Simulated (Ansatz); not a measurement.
The cell of TiPdC₆N₆ is invented: cyanide-bridged rock-salt net of two metals, 0 guest cations a cell (Fm-3m, No. 225). Its size is a rough estimate.

```xyz
14
Lattice="0.0000 5.1380 5.1380 5.1380 0.0000 5.1380 5.1380 5.1380 0.0000" Properties=species:S:1:pos:R:3 pbc="T T T"
Ti    5.1380    5.1380    5.1380
Pd    0.0000    0.0000    0.0000
C     1.9380    5.1380    5.1380
C     5.1380    1.9380    5.1380
C     5.1380    5.1380    1.9380
C     8.3380    5.1380    5.1380
C     5.1380    8.3380    5.1380
C     5.1380    5.1380    8.3380
N     3.1080    5.1380    5.1380
N     5.1380    3.1080    5.1380
N     5.1380    5.1380    3.1080
N     7.1680    5.1380    5.1380
N     5.1380    7.1680    5.1380
N     5.1380    5.1380    7.1680
```

These are results of DFT PBE, scalar-relativistic, plane waves, PAW (Ansatz 0.2.0), not measurements. Cutoff 420 eV, Gaussian smearing, Γ-centred meshes. Cell and atoms relax first on a coarse mesh and then on a finer one. In between, the cell is made exact in the group found at 0.06 Å. In metals the finer mesh still leaves noise of several meV/atom or more. The steps can't lower the symmetry of their start. Collinear spin, starting moments Ti 1.0 μB.

A guess keeps its type if space group and coordination stay and the shape of the cell changes little (axis ratios within about 15 %, angles within 6°); the volume may change.

Question: Does it keep its structure type, or change into something else?

Answer: It keeps its type. The symmetry stays Fm-3m (No. 225). The volume per atom grows by 10.6 %, from 19.4 to 21.4 Å³. The shortest distance goes from 1.17 Å (C–N) to 1.16 Å (C–N). Counting neighbours within 15 % of an atom's shortest distance, the start has C 1, N 1, Pd 6, Ti 6 and the end C 1, N 1, Pd 6, Ti 6.

The last run used collinear spin, a 6×6×6 mesh for its 14-atom cell and Gaussian smearing of 0.10 eV. The magnetic state reached may not be the lowest. Symmetry constrained the relaxation, so the result can be a saddle point.
